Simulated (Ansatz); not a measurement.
Axial (c/a) deformation path in Al

These are results of Ansatz, DFT PBEsol, scalar-relativistic, plane waves, PAW, not measurements. Cutoff 420 eV, Γ-centred 24×24×14 k-points, Gaussian smearing of 0.15 eV. No spin polarisation. Energies are free energies at this smearing, counted from the undisturbed cell; pressure is positive in compression.

Zero of the scan (relaxed at this level; this form isn't the usual structure):

```
Al
1.0
     2.85007    0.00000    0.00000
    -1.42503    2.46823    0.00000
     0.00000    0.00000    4.63732
Al
2
Direct
  0.66667 0.33333 0.75000
  0.33333 0.66667 0.25000
```

At fixed volume and fractional coordinates, lengths along (0.000, 0.000, 1.000) are scaled against those across it; ρ is that ratio over its starting value. The cell is metallic on the mesh throughout.

```
    ρ  ΔE (meV/atom) pressure (GPa)
0.800              ?               ?
0.850           69.6             2.6
0.920           21.9             0.7
0.960            6.5             0.2
1.000            0.0             0.0
1.050              ?               ?
1.100           15.0             0.8
1.200           70.8             3.3
1.300          170.7             7.2
```

Task: Give the withheld values.

Result: ΔE (meV/atom) at ρ = 0.800: 127.2; pressure (GPa) at ρ = 0.800: 4.8; ΔE (meV/atom) at ρ = 1.050: 1.5; pressure (GPa) at ρ = 1.050: 0.2.

Cost: 9 runs of about 0.89 core-minutes in all, on Arm Neoverse V2 (shared hosts).